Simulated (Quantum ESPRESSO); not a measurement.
ZnSiGa2N4, finding a planted mistake in a log

A calculation, not a measurement. The program is pw.x of Quantum ESPRESSO 7.5 (plane-wave density functional theory). The cell is made up: 8 atoms on a zincblende/diamond lattice, with randomly drawn elements, strain and displacements, not relaxed. PseudoDojo standard norm-conserving files (v0.5 for PBE, v0.4.1 for LDA and PBEsol) set the functional; there is no spin polarisation, spin-orbit coupling or dispersion term, and the masses in the input are unused placeholders.

Intended input:

```
&control calculation='scf', pseudo_dir='./dojo.nc.sr.pbe.v0_5.standard.upf', outdir='./o', disk_io='medium', tprnfor=.true., tstress=.true. /
&system ibrav=0, nat=8, ntyp=4, nbnd=41, ecutwfc=84.00895049, nosym=.true., tot_charge=0,
 occupations='smearing', smearing='fd', degauss=0.0018374661
/
&electrons conv_thr=7.350e-09, electron_maxstep=60, /
ATOMIC_SPECIES
Ga 1.0 Ga.upf
N 1.0 N.upf
Si 1.0 Si.upf
Zn 1.0 Zn.upf
CELL_PARAMETERS angstrom
4.4825 0.0 0.0
0.0 4.4825 0.0
0.0 0.0 4.4825
ATOMIC_POSITIONS angstrom
Zn -0.0481 -0.0069 0.0445
Si 0.0802 2.2328 2.2132
Ga 2.1551 -0.0242 2.2576
Ga 2.293 2.2474 0.0056
N 1.182 1.0905 1.0516
N 1.1851 3.3708 3.3651
N 3.3803 1.1161 3.3725
N 3.3039 3.3345 1.2104
K_POINTS automatic
4 4 4 1 1 1
```

The log is shortened where brackets say so; the opening notice, blank lines, dates and the lines on written files are dropped, and the path of the files is cut. It prints rydbergs, bohrs and kilobars, and counts compression as positive stress.

Log of the intended run:

```
     Program PWSCF v.7.5
     Parallel version (MPI & OpenMP), running on       1 processor cores
     Number of MPI processes:                 1
     Threads/MPI process:                     1
     [start-up lines left out]
     bravais-lattice index     =            0
     lattice parameter (alat)  =       8.4707  a.u.
     unit-cell volume          =     607.7955 (a.u.)^3
     number of atoms/cell      =            8
     number of atomic types    =            4
     number of electrons       =        70.00
     number of Kohn-Sham states=           41
     kinetic-energy cutoff     =      84.0090  Ry
     charge density cutoff     =     336.0358  Ry
     scf convergence threshold =      7.3E-09
     mixing beta               =       0.7000
     number of iterations used =            8  plain     mixing
     Exchange-correlation= PBE
                           (   1   4   3   4   0   0   0)
     [axes and pseudopotential details left out]
   Cartesian axes
     site n.     atom                  positions (alat units)
         1        Zn     tau(   1) = (  -0.0107306  -0.0015393   0.0099275  )
         2        Si     tau(   2) = (   0.0178918   0.4981149   0.4937423  )
         3        Ga     tau(   3) = (   0.4807808  -0.0053988   0.5036475  )
         4        Ga     tau(   4) = (   0.5115449   0.5013720   0.0012493  )
         5        N      tau(   5) = (   0.2636921   0.2432794   0.2346012  )
         6        N      tau(   6) = (   0.2643837   0.7519911   0.7507195  )
         7        N      tau(   7) = (   0.7541104   0.2489905   0.7523703  )
         8        N      tau(   8) = (   0.7370664   0.7438929   0.2700279  )
     number of k points=    32  Fermi-Dirac smearing, width (Ry)=  0.0018
                       cart. coord. in units 2pi/alat
        k(    1) = (   0.1250000   0.1250000   0.1250000), wk =   0.0625000
        k(    2) = (   0.1250000   0.1250000   0.3750000), wk =   0.0625000
     [further k points left out]
     Dense  grid:    63077 G-vectors     FFT dimensions: (  50,  50,  50)
     Estimated max dynamical RAM per process >      84.11 MB
     Initial potential from superposition of free atoms
     starting charge      69.9939, renormalised to      70.0000
     Starting wfcs are   48 randomized atomic wfcs
     total cpu time spent up to now is        7.3 secs
     per-process dynamical memory:    47.3 Mb
     Self-consistent Calculation
     iteration #  1     ecut=    84.01 Ry     beta= 0.70
     Davidson diagonalization with overlap
     ethr =  1.00E-02,  avg # of iterations =  3.2
     total cpu time spent up to now is       23.2 secs
     total energy              =    -814.69559459 Ry
     estimated scf accuracy    <       2.03278539 Ry
     iteration #  2     ecut=    84.01 Ry     beta= 0.70
     Davidson diagonalization with overlap
     ethr =  2.90E-03,  avg # of iterations =  3.0
     total cpu time spent up to now is       36.0 secs
     total energy              =    -815.27346017 Ry
     estimated scf accuracy    <       2.10584001 Ry
     [iterations 3 to 11 left out]
     iteration # 12     ecut=    84.01 Ry     beta= 0.70
     Davidson diagonalization with overlap
     ethr =  5.02E-11,  avg # of iterations =  4.0
     total cpu time spent up to now is      176.2 secs
     total energy              =    -815.64100065 Ry
     estimated scf accuracy    <       0.00000001 Ry
     iteration # 13     ecut=    84.01 Ry     beta= 0.70
     Davidson diagonalization with overlap
     ethr =  1.45E-11,  avg # of iterations =  2.0
     total cpu time spent up to now is      186.4 secs
     End of self-consistent calculation
     [lines on levels left out]
!    total energy              =    -815.64100065 Ry
     estimated scf accuracy    <          5.0E-10 Ry
     smearing contrib. (-TS)   =      -0.00000000 Ry
     internal energy E=F+TS    =    -815.64100065 Ry
     The total energy is F=E-TS. E is the sum of the following terms:
     one-electron contribution =    -469.17749326 Ry
     hartree contribution      =     283.80253108 Ry
     xc contribution           =    -156.63698392 Ry
     ewald contribution        =    -473.62905455 Ry
     convergence has been achieved in  13 iterations
     Forces acting on atoms (cartesian axes, Ry/au):
     atom    1 type  4   force =    -0.00011576   -0.02320710   -0.00978650
     atom    2 type  3   force =    -0.04701153   -0.00318146    0.02483206
     atom    3 type  1   force =     0.07022302    0.04577514   -0.00359558
     atom    4 type  1   force =     0.00718711   -0.00409793   -0.01548029
     atom    5 type  2   force =    -0.06933276    0.09067628    0.09987530
     atom    6 type  2   force =    -0.10389022   -0.10493059   -0.04056287
     atom    7 type  2   force =     0.04434310    0.06763266   -0.09891962
     atom    8 type  2   force =     0.09859704   -0.06866700    0.04363751
     Total force =     0.299897     Total SCF correction =     0.000026
     Computing stress (Cartesian axis) and pressure
          total   stress  (Ry/bohr**3)                   (kbar)     P=        2.72
  -0.00009077   0.00009517  -0.00003743          -13.35       14.00       -5.51
   0.00009517   0.00007946  -0.00022093           14.00       11.69      -32.50
  -0.00003743  -0.00022093   0.00006675           -5.51      -32.50        9.82
     init_run     :      6.53s CPU      7.09s WALL (       1 calls)
     electrons    :    174.02s CPU    179.12s WALL (       1 calls)
     forces       :      1.91s CPU      1.94s WALL (       1 calls)
     stress       :      6.95s CPU      7.00s WALL (       1 calls)
     [timing details left out]
     PWSCF        :   3m 9.64s CPU   3m15.50s WALL
     JOB DONE.
```

A second run was made from an input with one planted mistake. Its log:

```
     Program PWSCF v.7.5
     Parallel version (MPI & OpenMP), running on       1 processor cores
     Number of MPI processes:                 1
     Threads/MPI process:                     1
     [start-up lines left out]
     bravais-lattice index     =            0
     lattice parameter (alat)  =       8.4707  a.u.
     unit-cell volume          =     607.7955 (a.u.)^3
     number of atoms/cell      =            8
     number of atomic types    =            4
     number of electrons       =        71.00
     number of Kohn-Sham states=           42
     kinetic-energy cutoff     =      84.0090  Ry
     charge density cutoff     =     336.0358  Ry
     scf convergence threshold =      7.3E-09
     mixing beta               =       0.7000
     number of iterations used =            8  plain     mixing
     Exchange-correlation= PBE
                           (   1   4   3   4   0   0   0)
     [axes and pseudopotential details left out]
   Cartesian axes
     site n.     atom                  positions (alat units)
         1        Zn     tau(   1) = (  -0.0107306  -0.0015393   0.0099275  )
         2        Si     tau(   2) = (   0.0178918   0.4981149   0.4937423  )
         3        Ga     tau(   3) = (   0.4807808  -0.0053988   0.5036475  )
         4        Ga     tau(   4) = (   0.5115449   0.5013720   0.0012493  )
         5        N      tau(   5) = (   0.2636921   0.2432794   0.2346012  )
         6        N      tau(   6) = (   0.2643837   0.7519911   0.7507195  )
         7        N      tau(   7) = (   0.7541104   0.2489905   0.7523703  )
         8        N      tau(   8) = (   0.7370664   0.7438929   0.2700279  )
     number of k points=    32  Fermi-Dirac smearing, width (Ry)=  0.0018
                       cart. coord. in units 2pi/alat
        k(    1) = (   0.1250000   0.1250000   0.1250000), wk =   0.0625000
        k(    2) = (   0.1250000   0.1250000   0.3750000), wk =   0.0625000
     [further k points left out]
     Dense  grid:    63077 G-vectors     FFT dimensions: (  50,  50,  50)
     Estimated max dynamical RAM per process >      84.73 MB
     Initial potential from superposition of free atoms
     starting charge      69.9939, renormalised to      71.0000
     Starting wfcs are   48 randomized atomic wfcs
     total cpu time spent up to now is       11.0 secs
     per-process dynamical memory:    47.4 Mb
     Self-consistent Calculation
     iteration #  1     ecut=    84.01 Ry     beta= 0.70
     Davidson diagonalization with overlap
     ethr =  1.00E-02,  avg # of iterations =  3.2
     total cpu time spent up to now is       38.8 secs
     total energy              =    -813.14527049 Ry
     estimated scf accuracy    <       2.82477128 Ry
     iteration #  2     ecut=    84.01 Ry     beta= 0.70
     Davidson diagonalization with overlap
     ethr =  3.98E-03,  avg # of iterations =  2.5
     total cpu time spent up to now is       64.3 secs
     total energy              =    -814.16078481 Ry
     estimated scf accuracy    <       3.06175163 Ry
     [iterations 3 to 10 left out]
     iteration # 11     ecut=    84.01 Ry     beta= 0.70
     Davidson diagonalization with overlap
     ethr =  1.06E-10,  avg # of iterations =  2.2
     total cpu time spent up to now is      267.0 secs
     total energy              =    -814.63868510 Ry
     estimated scf accuracy    <       0.00000002 Ry
     iteration # 12     ecut=    84.01 Ry     beta= 0.70
     Davidson diagonalization with overlap
     ethr =  2.16E-11,  avg # of iterations =  2.1
     total cpu time spent up to now is      288.2 secs
     End of self-consistent calculation
     [lines on levels left out]
!    total energy              =    -814.63868510 Ry
     estimated scf accuracy    <          2.3E-09 Ry
     smearing contrib. (-TS)   =      -0.00055794 Ry
     internal energy E=F+TS    =    -814.63812716 Ry
     The total energy is F=E-TS. E is the sum of the following terms:
     one-electron contribution =    -466.97226032 Ry
     hartree contribution      =     283.48056275 Ry
     xc contribution           =    -157.51737504 Ry
     ewald contribution        =    -473.62905455 Ry
     convergence has been achieved in  12 iterations
     Forces acting on atoms (cartesian axes, Ry/au):
     atom    1 type  4   force =     0.00745785   -0.02106978   -0.00360851
     atom    2 type  3   force =    -0.01787551   -0.01023694    0.00981212
     atom    3 type  1   force =     0.05107585    0.05106310   -0.01076292
     atom    4 type  1   force =    -0.00745966   -0.00815603   -0.00768064
     atom    5 type  2   force =    -0.05175949    0.06824821    0.07691483
     atom    6 type  2   force =    -0.09218083   -0.08718820   -0.01748920
     atom    7 type  2   force =     0.03110620    0.05932176   -0.08603419
     atom    8 type  2   force =     0.07963559   -0.05198212    0.03884850
     Total force =     0.242169     Total SCF correction =     0.000262
     Computing stress (Cartesian axis) and pressure
          total   stress  (Ry/bohr**3)                   (kbar)     P=      341.29
   0.00222932   0.00003625  -0.00005757          327.94        5.33       -8.47
   0.00003625   0.00236581  -0.00017066            5.33      348.02      -25.10
  -0.00005757  -0.00017066   0.00236494           -8.47      -25.10      347.89
     init_run     :      9.73s CPU     10.73s WALL (       1 calls)
     electrons    :    269.75s CPU    277.30s WALL (       1 calls)
     forces       :      3.76s CPU      3.81s WALL (       1 calls)
     stress       :     13.63s CPU     13.93s WALL (       1 calls)
     [timing details left out]
     PWSCF        :   4m57.24s CPU   5m 6.38s WALL
     JOB DONE.
```

Question: what was wrong in the second input?

Answer: the cell has the wrong charge. The input lines that differ, file-writing options aside:

```
- &system ibrav=0, nat=8, ntyp=4, nbnd=41, ecutwfc=84.00895049, nosym=.true., tot_charge=0,
+ &system ibrav=0, nat=8, ntyp=4, nbnd=42, ecutwfc=84.00895049, nosym=.true., tot_charge=-1,
```

```
                                            intended run  run with the mistake
                          free energy (eV)    -11097.361            -11083.724
                    smearing term -TS (eV)        0.0000               -0.0076
                            pressure (GPa)          0.27                 34.13
            largest force component (eV/Å)         2.698                 2.370
largest change of a force component (eV/Å)                               0.749
                                iterations            13                    12
```

For scale, a rerun of the intended cell at 1437 eV and a 6 x 6 x 6 mesh moved values by no more than 0.004 eV in energy, 0.02 GPa in stress and 0.002 eV/Å in force. The charged cell sits in a uniform background, so its energy and stress rest on the program's zero of potential. The number of bands, nbnd, was set by rule from the electron count and the smearing, so it follows the mistake.